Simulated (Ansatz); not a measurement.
AlN (wurtzite)

```yaml
crystal:
  lattice:
    - [3.10670, 0.00000, 0.00000]
    - [-1.55335, 2.69048, 0.00000]
    - [0.00000, 0.00000, 9.95692]
  atoms:
    - { symbol: Al, position: [0.33333, 0.66667, 0.49830] }
    - { symbol: Al, position: [0.33333, 0.66667, 0.99830] }
    - { symbol: Al, position: [0.66667, 0.33333, 0.24830] }
    - { symbol: Al, position: [0.66667, 0.33333, 0.74830] }
    - { symbol: N, position: [0.33333, 0.66667, 0.18910] }
    - { symbol: N, position: [0.33333, 0.66667, 0.68910] }
    - { symbol: N, position: [0.66667, 0.33333, 0.43910] }
    - { symbol: N, position: [0.66667, 0.33333, 0.93910] }
```

A phonon eigenvector at A = (0.0, 0.0, 0.5) is frozen into this cell: atom i moves by Q times the vector below, so Q is the largest atomic displacement, in Å. The cell is held. It is one choice among 4 degenerate patterns. (q is in reciprocal vectors of the primitive cell; the cell shown is doubled to hold the pattern.)

```json
[
 {"atom": "Al1", "x": "0.000", "y": "-0.975", "z": "0.000"},
 {"atom": "Al2", "x": "0.000", "y": "0.975", "z": "0.000"},
 {"atom": "Al3", "x": "0.000", "y": "-0.832", "z": "0.000"},
 {"atom": "Al4", "x": "0.000", "y": "0.832", "z": "0.000"},
 {"atom": "N5", "x": "0.000", "y": "-0.682", "z": "0.000"},
 {"atom": "N6", "x": "0.000", "y": "0.682", "z": "0.000"},
 {"atom": "N7", "x": "0.000", "y": "-1.000", "z": "0.000"},
 {"atom": "N8", "x": "0.000", "y": "1.000", "z": "0.000"}
]
```

These are r2SCAN (plane waves to 500 eV, PAW, scalar-relativistic; Ansatz, a program for electronic structure) values and carry that method's errors. k mesh 12×12×4 (Γ-centred), Fermi-Dirac smearing 0.05 eV. AlN was relaxed with its symmetry unable to fall. 

```tsv
Q (Å)	−dE/dQ from forces (eV/Å)
-0.100	1.563
-0.083	1.304
-0.067	1.044
-0.050	0.784
-0.033	0.523
-0.017	0.262
0.000	0.000
0.017	-0.262
0.033	-0.523
0.050	-0.784
0.067	-1.044
0.083	-1.304
0.100	-1.563
```

### Question
What harmonic wavenumber does the curvature at Q = 0 give?

### Answer
181 cm⁻¹. E″ = 15.70 eV/Å², M = Σ mᵢ|uᵢ|² = 129.7 u, ν̃ = 521.5·√(|E″|/M).

(For displaced atoms, the force is minus the slope of the energy, and its curvature is a force constant, which sets phonon frequencies.)
